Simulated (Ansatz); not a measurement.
An Ansatz (an electronic-structure program) input:

Ansatz 0.2 input:
```yaml
crystal:
  lattice:
    - [-3.9758024372, 3.9758024372, 2.3321980723]
    - [3.9758024372, -3.9758024372, 2.3321980723]
    - [3.9758024372, 3.9758024372, -2.3321980723]
  atoms:
    - { symbol: Cd, position: [0.75, 0.25, 0.5] }
    - { symbol: Cd, position: [0.0, 0.0, 0.0] }
    - { symbol: As, position: [0.375, 0.5663785616, 0.6913785616] }
    - { symbol: As, position: [0.3163785616, 0.125, 0.6913785616] }
    - { symbol: As, position: [0.875, 0.6836214384, 0.3086214384] }
    - { symbol: As, position: [0.4336214384, 0.625, 0.3086214384] }
kpoints:
  mp_grid: { grid: [6, 6, 6] }
basis: { xc_grid: 2 }
hamiltonian:
  xc: pbesol
  pseudopotentials: { kind: paw }
scf:
  occupations: { method: fixed }
output:
  optics: { e_range: [0.0, 15.0], de: 0.05, sigma: 0.1, bands: { spectra_wanted_up_to: 12 eV } }
```

How many symmetry operations and irreducible k-points will the run report?

8 operations, 30 of 216 k-points.

With a cutoff of 420 eV, how many plane waves at Γ?

2907.

It took about 7 core-minutes (a rough figure) on shared server cores.

Space group I4_122. The workflow started from a Materials Project entry (that database holds measured and hypothetical structures alike); the Crystallography Open Database copy checked does not list it. Whether it is the stable phase at ambient conditions was not checked. The cell was relaxed with PBEsol under the symmetry of its start; its stability against distortions is not shown here. Scalar-relativistic: spin–orbit coupling is off unless named, which matters more the heavier the elements.

Potentials: the later of the program's two PAW sets.

Ansatz is a plane-wave DFT program.
